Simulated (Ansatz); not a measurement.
Polymorphs of InSb, each relaxed with PBEsol in the plane-wave PAW code Ansatz:

A: wurtzite (P6_3mc), a = b = 4.5969 Å, c = 7.5651 Å, α = β = 90.00°, γ = 120.00°

B: P3_221, a = b = 4.5875 Å, c = 10.0321 Å, α = β = 90.00°, γ = 120.00°

C: NiAs type (P6_3/mmc), a = b = 4.173 Å, c = 7.348 Å, α = β = 90.00°, γ = 120.00°

D: P6_3mc, a = 4.602 Å, b = 4.602 Å, c = 15.092 Å, α = 90.00°, β = 90.00°, γ = 120.00°

Q: Put the candidates in order of energy per atom at 0 K, lowest first, for PBEsol.

A: D (+0 meV/atom), A (+5 meV/atom), B (+83 meV/atom), C (+104 meV/atom)

Typed or built starts, not in the databases checked: A; B; C; D. Not the usual ambient phase: A; B; C; D. All cells were relaxed under the symmetry of their starts (and spin orders); stability against distortions was not tested throughout. Scalar-relativistic: spin–orbit coupling is off unless named, which matters more the heavier the elements.

Energies hold the estimated change up to a 700 eV cutoff; steps of a few meV lie near the error of the meshes.

Potentials: the later of the program's two PAW sets.
